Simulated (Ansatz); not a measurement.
TiS$_{2}$ (CdI2 type, P-3m1) at seven volumes, LDA in the plane-wave PAW code Ansatz, shape and atoms relaxed at each. One row is withheld.

| V (Å³/atom) | P (GPa) |
|---|---|
| 15.720 | 6.29 |
| 16.239 | 3.70 |
| 16.757 | 1.62 |
| 17.275 | 0.01 |
| 17.793 | -1.15 |
| 18.312 | ? |
| 18.830 | -2.10 |

Task: Fit the shown pressures and predict the withheld one.

Result: P = (3/2)B₀(x^(7/2) − x^(5/2))[1 + (3/4)(B′ − 4)(x − 1)] with x = (V₀/V)^(2/3). Least squares on the six rows gives V₀ = 17.294 Å³/atom, B₀ = 41.6 GPa, B′ = 10.61. At V = 18.312, x = 0.9626 and P = -1.73 GPa. The run itself gave -1.88 GPa.

The cell was relaxed with LDA under the symmetry of its start. The run is not spin-polarised. A crystal of weakly bound layers computed without a dispersion correction: the cell and the soft elastic constants depend strongly on that.

Potentials: the later of the program's two PAW sets.
